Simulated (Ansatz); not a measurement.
Consider the following.

GaIr3N:
```cif
data_GaIr3N
_chemical_formula_sum 'Ga1 Ir3 N1'
_space_group_name_H-M_alt 'P 1'
_space_group_IT_number 1
_cell_length_a 4.04628
_cell_length_b 4.04628
_cell_length_c 4.04628
_cell_angle_alpha 90.000
_cell_angle_beta 90.000
_cell_angle_gamma 90.000
loop_
_space_group_symop_operation_xyz
  'x, y, z'
loop_
_atom_site_label
_atom_site_type_symbol
_atom_site_fract_x
_atom_site_fract_y
_atom_site_fract_z
_atom_site_occupancy
Ga1 Ga 0.00000 0.00000 0.00000 1
Ir1 Ir 0.00000 0.50000 0.50000 1
Ir2 Ir 0.50000 0.00000 0.50000 1
Ir3 Ir 0.50000 0.50000 0.00000 1
N1 N 0.50000 0.50000 0.50000 1
```

This is the PBEsol-relaxed structure.

All from PBEsol in the plane-wave PAW code Ansatz, unless another level is named. Predict the Hill bulk and shear moduli.

273 and 37.4 GPa.

And the highest zone-centre frequency?

36.8 meV.

Space group Pm-3m (anti-perovskite). The start of the workflow was typed in or built on a structure type; neither database checked (COD, Materials Project) lists it. Its standing as an ambient phase is unchecked. The PBEsol relaxation kept the symmetry of its start. At this level the phase is dynamically unstable (imaginary phonons). The workflow began spin-polarised and lost its moments. The volume moved by 17 % from the start of the relaxation. Its formation energy is positive at this level, so the cell may be metastable or incomplete. As this level gives no gap, shear constants depend on the k-mesh and smearing (Fermi–Dirac, 0.1 eV here). Spin–orbit coupling is left out wherever it is not named.

Potentials: the earlier of the program's two PAW sets. The files were generated under PBE; for other functionals the program regenerates the frozen cores, and for LDA and PBEsol the local potential too.
